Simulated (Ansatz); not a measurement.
Relaxed-ion elastic tensor of Al₂Au (fluorite or antifluorite type, space group No. 225) in GPa (Voigt order), PBEsol (plane waves, PAW; program Ansatz); density 7.70 g/cm³, 18.03 Å³ per atom.

```
      1     2     3     4     5     6
-  ----  ----  ----  ----  ----  ----
1   153  96.0  96.0   0.0   0.0   0.0
2  96.0   153  96.0   0.0   0.0   0.0
3  96.0  96.0   153   0.0   0.0   0.0
4   0.0   0.0   0.0  52.0   0.0   0.0
5   0.0   0.0   0.0   0.0  52.0   0.0
6   0.0   0.0   0.0   0.0   0.0  52.0
```

### Question
Is the crystal mechanically stable?

### Answer
Yes: the smallest eigenvalue of C is 52.0 GPa.

### Question
Work out the Voigt, Reuss and Hill averages.

### Answer
K_V = 115, K_R = 115, K_H = 115; G_V = 42.7, G_R = 39.2, G_H = 40.9 GPa.

### Question
Give Young's modulus, Poisson's ratio, Pugh's ratio and the universal anisotropy index.

### Answer
E = 9KG/(3K + G) = 110 GPa; ν = 0.34; K/G = 2.81 (ductile by the Pugh limit of 1.75); A_U = 5G_V/G_R + K_V/K_R − 6 = 0.44.

### Question
Estimate the sound speeds and the Debye temperature.

### Answer
v_l = √((K + 4G/3)/ρ) = 4690 m/s, v_t = √(G/ρ) = 2300 m/s, mean 2590 m/s; Θ = (h/k)(3n/4πV)^(1/3) v_m = 294 K.

### Question
Give the Zener ratio and Young's modulus along [100], [110] and [111].

### Answer
A = 2C44/(C11 − C12) = 1.82; 1/E = S11 − 2(S11 − S12 − S44/2)Γ with Γ = 0, 1/4, 1/3 gives 79.3, 115, 136 GPa.

### Question
Solve the Christoffel equation for the three sound speeds along [100], [110], [111].

### Answer
Eigenvalues of C_ijkl n_j n_l equal ρv². In km/s, slowest first: [100] 2.60, 2.60, 4.46; [110] 1.93, 2.60, 4.79; [111] 2.17, 2.17, 4.89.

Space group Fm-3m (fluorite or antifluorite type). The cell was relaxed with PBEsol under the symmetry of its start; of distortions, only those at the zone centre were tested. As this level gives no gap, shear constants depend on the k-mesh and smearing (Fermi–Dirac, 0.1 eV here). Scalar-relativistic: spin–orbit coupling is off unless named, which matters more the heavier the elements.

Potentials: the later of the program's two PAW sets.
